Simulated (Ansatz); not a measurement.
An Ansatz (a quantum-chemistry and plane-wave program) run. Input:

Ansatz 0.2 input:
```yaml
crystal:
  lattice:
    - [3.0594568584, 0.0, 0.0]
    - [-1.5297284292, 2.6495673612, 0.0]
    - [0.0, 0.0, 4.793540559]
  atoms:
    - { symbol: N, position: [0.0, 0.0, 0.0] }
    - { symbol: Ta, position: [0.3333333333, 0.6666666667, 0.2535497128] }
    - { symbol: Ta, position: [0.6666666667, 0.3333333333, 0.7464502872] }
kpoints:
  mp_grid: { grid: [15, 15, 9] }
hamiltonian:
  xc: lda
  pseudopotentials: { kind: paw }
scf:
  occupations: { method: fermi_dirac, width: 0.1 }
phonons:
  method: dfpt
  response_accuracy: low
  eigenvectors: true
  rigid_motions: translations
```

Output (shortened):

```
Pseudopotential: N, paw, valence charge 5
Pseudopotential: Ta, paw, valence charge 13
Functional definition: SPW92
Crystal: 3 atoms, lattice volume = 38.858 Å³
Basis set: ecut = 420 eV, 749 PW (Γ), exchange–correlation on 48×48×72 points (8 copies of the dense FFT grid, shifted against one another)
Bands: 20, of which v1, the nominal top of the filled ones, is band 16 counted from 1 (15 counted from 0)
Symmetry: 12 space group operations
k-points: 544 of 2025 (irreducible under 2 space group operations, time reversal used)
SCF iter   1: F=—  HF=-19742.032184 eV  |F-HF|=—  |Δ(HF+E_count)|=         —  Δρ=9.95e-3  dr2=3.72e-2  ethr=1.77e-3  ⟨swp⟩=5.4  Hψ=48697  notcnv=0
preconditioner: auto → Kerker (q_TF=auto, 2.627 Å⁻¹)
SCF iter   2: F=—  HF=-19742.024507 eV  |F-HF|=—  |Δ(HF+E_count)|=   7.68e-3  Δρ=5.09e-3  dr2=1.23e-2  ethr=1.20e-4  ⟨swp⟩=1.0  Hψ=15234  notcnv=0
SCF iter   3: F=—  HF=-19742.021674 eV  |F-HF|=—  |Δ(HF+E_count)|=   2.83e-3  Δρ=2.29e-3  dr2=2.60e-3  ethr=3.97e-5  ⟨swp⟩=2.0  Hψ=12250  notcnv=0
SCF iter   4: F=—  HF=-19742.020880 eV  |F-HF|=—  |Δ(HF+E_count)|=   7.94e-4  Δρ=3.39e-4  dr2=7.34e-5  ethr=8.40e-6  ⟨swp⟩=2.0  Hψ=14459  notcnv=0
SCF iter   5: F=—  HF=-19742.020863 eV  |F-HF|=—  |Δ(HF+E_count)|=   1.66e-5  Δρ=6.60e-5  dr2=1.37e-6  ethr=2.37e-7  ⟨swp⟩=2.0  Hψ=14835  notcnv=0
SCF iter   6: F=—  HF=-19742.020862 eV  |F-HF|=—  |Δ(HF+E_count)|=   5.97e-7  Δρ=1.10e-5  dr2=4.75e-8  ethr=4.42e-9  ⟨swp⟩=2.0  Hψ=15130  notcnv=0
SCF iter   7: F=—  HF=-19742.020862 eV  |F-HF|=—  |Δ(HF+E_count)|=   1.09e-8  Δρ=2.55e-6  dr2=2.48e-9  ethr=1.53e-10  ⟨swp⟩=2.3  Hψ=16554  notcnv=0
SCF iter   8: F=—  HF=-19742.020862 eV  |F-HF|=—  |Δ(HF+E_count)|=  8.04e-10  Δρ=4.72e-7  dr2=5.80e-11  ethr=8.01e-12  ⟨swp⟩=2.2  Hψ=14706  notcnv=0
SCF iter   9: F=-19742.020862 eV  HF=-19742.020862 eV  |F-HF|=0.00e0  |Δ(HF+E_count)|=  7.28e-12  Δρ=5.17e-8  dr2=5.62e-13  ethr=1.00e-12  ⟨swp⟩=6.0  Hψ=47938  notcnv=0
SCF 1 converged in 9 iterations: F = -19742.020862 eV  dr2 = 5.62e-13
DFPT response loops at Γ: preconditioner auto → Kerker (q_TF=auto, 2.627 Å⁻¹) (partly filled bands, converged f_vac=0.000) …
SCF converged after 9 iterations
Free energy (F): -19742.020862 eV
Harris-Foulkes:  -19742.020862 eV  (|F-HF|=0.00e0)
Internal energy: -19741.982964 eV  (E = F + TS)
E sigma→0 (E₀):  -19742.001913 eV
Entropy (-TS):   -0.037898 eV (-12.633 meV/atom)
Fermi energy:    20.278610 eV
--- Per-component energies (eV) ---
  E_band       = -157.656290
  E_kinetic    = 869.484448
  E_local      = -1206.102544  (includes V_loc(G=0)·N_el)
  E_nonlocal   = 87.411200
  E_hartree    = 418.267762
  E_xc         = -495.799806
  E_vxc        = -487.527585  (∫ρ·V_xc dr)
  E_paw        = -16416.752446  (= ΣΔE_a)
  E_vpaw       = -257.457753  (= ΣTr[D̂ρ^β])
  E_aug_tail   = 0.000436  (compensation charges beyond the density's cutoff)
  E_ewald      = -2999.089862
  E_core_change = 0.597850  (= ΣΔE_core)
  E_smearing   = -0.037898  (= −TS)
  E_closure    = 0.000000  (closes the sum)
  Σ components = -19742.020862   (vs F -19742.020862, Δ=0.00e0)
  [band-id]    e_kinetic+e_local+e_nonlocal+2·e_hartree+e_vxc+e_vpaw+e_augmentation_tail = -157.656276   (vs E_band -157.656290, Δ=1.40e-5)
--- Band table (eV; the first three rows and the last of 544) ---
  k-point 0: bands = ["-48.1241", "-48.0270", "-15.3082", "-14.4292", "-14.4292", "-14.2843", "-14.2843", "-14.1584", "2.8521", "11.5873", "13.9740", "13.9740", "15.5110", "19.5671", "20.0176", "20.0176", "20.5721", "20.5721", "20.6491", "21.5514"]
  k-point 1: bands = ["-48.1212", "-48.0300", "-15.2766", "-14.4249", "-14.4249", "-14.2886", "-14.2886", "-14.1958", "2.8831", "11.5147", "13.9502", "13.9502", "15.6551", "19.3034", "19.8588", "19.8588", "20.6922", "20.6922", "20.9352", "21.8092"]
  k-point 2: bands = ["-48.1129", "-48.0385", "-15.1851", "-14.4127", "-14.4127", "-14.3023", "-14.3010", "-14.3010", "2.9627", "11.3395", "13.8926", "13.8926", "16.0477", "18.8404", "19.5357", "19.5357", "21.1233", "21.1233", "21.4317", "22.3140"]
  k-point 543: bands = ["-48.0507", "-48.0140", "-15.0398", "-14.9751", "-14.7600", "-14.6833", "-14.5040", "-14.3743", "3.7203", "12.0522", "13.4061", "13.5799", "16.6093", "17.2968", "18.0214", "21.1755", "22.4257", "22.6736", "23.7573", "24.3784"]
--- Phonons (Γ-DFPT): 4 representative perturbations + reference, on 544 of 2025 k-points (Σ response iterations 11) ---
  ASR residual: 4.442e-4 → 0.000e0 eV/Å²; symmetrization residual: 1.885e-5 eV/Å²
  ASR residual per site (eV/Å²): 2.33e-4 4.44e-4 4.44e-4
  Γ frequencies (cm⁻¹): 0.00 0.00 0.00 108.20 108.20 198.19 551.04 551.04 581.75
  non-analytic LO–TO correction: not included (Born effective charges unavailable; polar crystals: no LO–TO splitting at Γ)
```

Cost: very roughly 2.0 core-minutes on shared cores.

Space group P-3m1 (anti-CdI2 type). Symmetry was held in the LDA relaxation. The run is not spin-polarised. The volume moved by 15 % from the start of the relaxation. With an odd number of electrons in the cell and no spin polarisation, the count alone makes it a metal. As this level gives no gap, phonon frequencies hold no LO–TO term and depend on the k-mesh and smearing (Fermi–Dirac, 0.1 eV here). Spin–orbit coupling is left out wherever it is not named.

Potentials: the later of the program's two PAW sets.

Ansatz is a plane-wave DFT program.
